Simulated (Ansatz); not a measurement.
# Zone-centre phonons of SrCuGe: input and output

These are results of Ansatz 0.2.0, DFT LDA, scalar-relativistic, plane waves, PAW, not measurements.

It can be run as:
```bash
ansatz run input.yaml --threads 1 --pin off --backend cpu --events-out ev --progress --plain --runs-dir out  # memory cap (--max-ram) not shown
```

Input (bare energies are in eV):
```yaml
crystal:
  lattice:
    - [4.109431872, 0.0, 0.0]
    - [-2.054715936, 3.5588723962, 0.0]
    - [0.0, 0.0, 4.4671487223]
  atoms:
    - { symbol: Sr, position: [0.6666666667, 0.3333333333, 0.0] }
    - { symbol: Cu, position: [0.0, 0.0, 0.5] }
    - { symbol: Ge, position: [0.3333333333, 0.6666666667, 0.5] }
basis:
  ecutwfc: 420
kpoints:
  mp_grid: { grid: [12, 12, 10] }
hamiltonian:
  xc: lda
scf:
  occupations: { method: fermi_dirac, width: 0.15 }
output:
  eigenvalues: true
phonons:
  method: dfpt
  eigenvectors: true
```

Results section of the output:
```
--- Phonons (Γ-DFPT): 6 representative perturbations + reference, on 258 of 1440 k-points (Σ response iterations 19) ---
  k mesh reduced under 4 symmetry operations, with k and −k counted as one. Each operation leaves every solved displacement unchanged or reverses it
  ASR residual: 3.527e-4 → 0.000e0 eV/Å²; symmetrization residual: 2.538e-5 eV/Å²
  ASR residual per site (eV/Å²): 2.08e-4 3.53e-4 6.66e-5
  Γ frequencies (cm⁻¹): 0.00 0.00 0.00 112.12 112.12 121.88 143.46 227.59 227.59
  non-analytic LO–TO correction: not included (Born effective charges unavailable; polar crystals: no LO–TO splitting at Γ)
```

In a metal, frequencies and elastic constants depend on the k mesh and the smearing, soft modes and shear constants most.